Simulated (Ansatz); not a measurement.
InOF:
```cif
data_F16In16O16
_chemical_formula_sum 'In16 O16 F16'
_space_group_name_H-M_alt 'Fddd :1'
_space_group_IT_number 70
_space_group_name_Hall 'F 2 2 -1d'
_cell_length_a 7.05905
_cell_length_b 8.39380
_cell_length_c 10.22424
_cell_angle_alpha 90.000
_cell_angle_beta 90.000
_cell_angle_gamma 90.000
loop_
_atom_site_label
_atom_site_type_symbol
_atom_site_symmetry_multiplicity
_atom_site_Wyckoff_symbol
_atom_site_fract_x
_atom_site_fract_y
_atom_site_fract_z
_atom_site_occupancy
In1 In 16 f 0.00000 0.20041 0.00000 1
O1 O 16 g 0.00000 0.00000 0.13654 1
F1 F 16 d 0.62500 0.62500 0.62500 1
```
(The calculation used a cell of 12 atoms; values per cell refer to that cell.)

Relaxed with r²SCAN.

Problem. Tabulate the valence density and the electron localisation function along the shortest In–O contact (2.15 Å), the program Ansatz at the r²SCAN level (PAW).

Solution. 

| distance from In (Å) | density (e/Å³) | ELF |
|---|---|---|
| 0.22 | 11.04 | 0.00 |
| 0.32 | 8.77 | 0.00 |
| 0.43 | 6.42 | 0.02 |
| 0.54 | 4.34 | 0.07 |
| 0.65 | 2.70 | 0.14 |
| 0.75 | 1.57 | 0.18 |
| 0.86 | 0.91 | 0.18 |
| 0.97 | 0.60 | 0.14 |
| 1.08 | 0.52 | 0.16 |
| 1.18 | 0.57 | 0.31 |
| 1.29 | 0.74 | 0.59 |
| 1.40 | 1.08 | 0.78 |
| 1.51 | 1.67 | 0.83 |
| 1.61 | 2.68 | 0.83 |
| 1.72 | 4.07 | 0.77 |
| 1.83 | 5.53 | 0.65 |
| 1.94 | 6.69 | 0.46 |

The density is the valence pseudo-density with augmentation charge, so density and ELF within about 1 Å of a nucleus are not all-electron values.

The first step of the workflow began from a Materials Project structure, measured or hypothetical; the Crystallography Open Database files this formula in space group No. 70, but the cells were not matched. Whether it is the stable phase at ambient conditions was not checked. The r²SCAN relaxation kept the symmetry of its start; its stability against distortions is not shown here.

Potentials: the later of the program's two PAW sets.
